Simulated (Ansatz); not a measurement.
SiNi in space group Pnma (No. 62; Si on 4c, Ni on 4c) is relaxed with plane-wave PAW r²SCAN (Ansatz code). What lattice parameters of the conventional cell result?

a = 5.095 Å, b = 3.359 Å, c = 5.570 Å.

Give the free coordinates with the occupied sites.

In one choice of origin and axes:

```csv
atom,site,symmetry,x,y,z
Si,4c,.m.,0.1787,0.2500,0.4159
Ni,4c,.m.,0.0078,0.2500,0.8109
```

Is it a metal or does it have a gap at this level?

No gap at this level.

The cell was relaxed with r²SCAN under the symmetry of its start; of distortions, only those at the zone centre were tested. No spin polarisation was allowed.

Potentials: the earlier of the program's two PAW sets.
